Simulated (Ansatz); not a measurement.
## Ta (Im-3m): electronic heat capacity and spin susceptibility from the density of states

Level of theory: DFT PBEsol, scalar-relativistic, plane waves, PAW in Ansatz.

Cutoff 420 eV; k points 18×18×18 on the computed 1-atom cell (Γ-centred); Gaussian smearing, width 0.10 eV; no spin polarisation.

Relaxed cell: Im-3m, a = 3.281 Å, b = 3.281 Å, c = 3.281 Å, α = 90.00°, β = 90.00°, γ = 90.00°, 1 atom in the primitive cell.

The density of states at the Fermi level is 1.263 states/eV in the cell of 1 atom (1 formula unit; both spins, tetrahedra on a 27×27×27 mesh).

**Question.** What Sommerfeld coefficient and Pauli susceptibility does this give?

**Answer.** Per formula unit N(E_F) = 1.263 states/eV. γ = (π²/3) k_B² N(E_F) N_A = 2.357 mJ/(mol K²) per state/eV, so γ = 3.0 mJ/(mol K²), a mole of formula units. χ_P = μ_B² N(E_F) N_A = 3.23×10⁻⁵ emu/mol per state/eV gives 4.1×10⁻⁵ emu/mol. This is the bare band result: a measured γ of the same phase is as a rule larger by a factor 1 + λ from phonons and spin fluctuations, the spin part of χ is larger by the Stoner factor, and a measured χ also holds orbital and core terms. N(E_F) at one energy is sensitive to the mesh where the density of states has sharp peaks.

Spin-orbit coupling is left out, which matters for the bands of heavy elements.